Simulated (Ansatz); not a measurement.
Two states of Mn$_{3}$PdN

```
CELL_PARAMETERS angstrom
3.98439 0.00000 0.00000
0.00000 3.98439 0.00000
0.00000 0.00000 3.98439
ATOMIC_POSITIONS crystal
Pd 0.00000 0.00000 0.00000
Mn 0.00000 0.50000 0.50000
Mn 0.50000 0.00000 0.50000
Mn 0.50000 0.50000 0.00000
N 0.50000 0.50000 0.50000
```

Level: PBEsol; 420 eV; 6×6×6 Γ-centred mesh; fermi-dirac occupations (width 0.1 eV); Ansatz 0.2.0, fixed geometry.

State A: Mn2 along (0.00, 0.00, -1.00), Mn3 along (0.00, 0.00, 1.00), Mn4 along (0.00, 0.00, -1.00) (spinors with spin-orbit coupling). State B: Mn2 along (0.93, 0.30, 0.20), Mn3 along (-0.26, -0.96, 0.11), Mn4 along (-0.68, 0.66, -0.31) (spinors with spin-orbit coupling).

Which state is lower, and how do they differ?

State B is lower by 31.4 meV an atom at zero smearing; in free energy at this smearing B lies -28.0 meV an atom from A.

```tsv
state	free energy (meV/atom)	largest moment in a small sphere (μB)	net moment (μB/cell)	gap on mesh (eV)	pressure (GPa)	largest force (eV/Å)
A	28.0	3.03	3.21	metal	-13.1	0.00
B	0.0	2.97	0.01	metal	-13.6	0.00
```

Origin: a database entry at a rescaled volume. Caveats: semilocal functionals often miss the gap of such magnets; atoms or cell far from equilibrium; the SCF threshold is loose for a stress.
